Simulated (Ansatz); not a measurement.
K6MgSb2S8, one structure, two calculations

Cell: a Materials Project structure (computed, not necessarily an observed phase), atoms as given.

```xyz
17
Lattice="8.0720 0.0000 0.0000 0.2722 8.2907 0.0000 2.7436 0.2585 8.0309" Properties=species:S:1:pos:R:3 pbc="T T T"
K     7.4241    8.2359    6.0134
K     4.4730    4.0355    2.3621
K     8.6161    5.2682    1.9708
K     3.6871    8.2746    5.6637
K     4.3462    3.8135    6.3230
K     5.8459    0.0667    1.2606
Mg    7.9005    1.8144    3.3223
Sb    8.1881    4.4765    6.0098
Sb    2.3230    0.6005    1.5956
S     5.6062    1.6251    3.9188
S     6.5440    5.5418    4.6681
S     0.3748    1.9574    0.8491
S     9.6018    6.0055    7.1655
S     9.4569    7.9488    3.5086
S     9.6191    3.3110    4.4655
S     2.7011    6.9073    0.2203
S     7.2220    2.9524    7.5403
```

Atom numbers follow the list; atoms alike are taken as one site, whose name carries the number of the first.

First run. All values are calculated (Ansatz; DFT, PBE, plane waves and PAW, scalar-relativistic, 420 eV cutoff, Γ-centred 5×4×4 k-points, Fermi–Dirac smearing 0.05 eV), not measured.

```csv
site,atom,V_zz (10²¹ V/m²),η
K1,1,-1.65,0.88
K4,4,2.67,0.35
K5,5,-1.53,0.78
Mg,7,-1.98,0.17
Sb8,8,4.74,0.50
Sb9,9,-24.3,0.36
S10,10,4.32,0.08
S11,11,21.6,0.08
S12,12,12.42,0.42
S13,13,20.9,0.05
S14,14,13.67,0.29
S15,15,17.89,0.28
S16,16,14.11,0.22
S17,17,22.1,0.11
```

Second run. The same atoms and settings, except that the functional is PBEsol.

Q: What does the second run give?

A: 

```json
{"site": "K1", "atom": "1", "V_zz": "-1.59", "η": "0.84", "change of V_zz": "+0.06"}
{"site": "K4", "atom": "4", "V_zz": "2.49", "η": "0.36", "change of V_zz": "-0.18"}
{"site": "K5", "atom": "5", "V_zz": "-1.43", "η": "0.76", "change of V_zz": "+0.10"}
{"site": "Mg", "atom": "7", "V_zz": "-1.86", "η": "0.17", "change of V_zz": "+0.12"}
{"site": "Sb8", "atom": "8", "V_zz": "4.69", "η": "0.50", "change of V_zz": "-0.05"}
{"site": "Sb9", "atom": "9", "V_zz": "-23.6", "η": "0.36", "change of V_zz": "+0.71"}
{"site": "S10", "atom": "10", "V_zz": "4.15", "η": "0.08", "change of V_zz": "-0.17"}
{"site": "S11", "atom": "11", "V_zz": "21.3", "η": "0.08", "change of V_zz": "-0.29"}
{"site": "S12", "atom": "12", "V_zz": "12.34", "η": "0.41", "change of V_zz": "-0.08"}
{"site": "S13", "atom": "13", "V_zz": "20.7", "η": "0.06", "change of V_zz": "-0.21"}
{"site": "S14", "atom": "14", "V_zz": "13.61", "η": "0.28", "change of V_zz": "-0.06"}
{"site": "S15", "atom": "15", "V_zz": "17.77", "η": "0.28", "change of V_zz": "-0.12"}
{"site": "S16", "atom": "16", "V_zz": "13.93", "η": "0.21", "change of V_zz": "-0.18"}
{"site": "S17", "atom": "17", "V_zz": "21.8", "η": "0.10", "change of V_zz": "-0.23"}
```

The largest change of V_zz is on Sb9, from -24.3 to -23.6. In per cent, |V_zz| changes by -7 to -3 on K, -6 on Mg, -3 to -1 on Sb, -4 to 0 on S (all sites that start above 0.5). The table leaves out 3 of the 17 sites, with |V_zz| up to 2.18; their tensors move by 0.12 at most along any direction. The statements above cover all sites.

Without spin–orbit coupling (the program notes it for Sb) the gradients are little affected as a rule: paired runs on crystals with a gap mostly move them by under 2 % at such atoms.
For the first run: With these PAW files V_zz is typically within 2 to 3 % of all-electron values, but misses above 10 % occur on Sb.
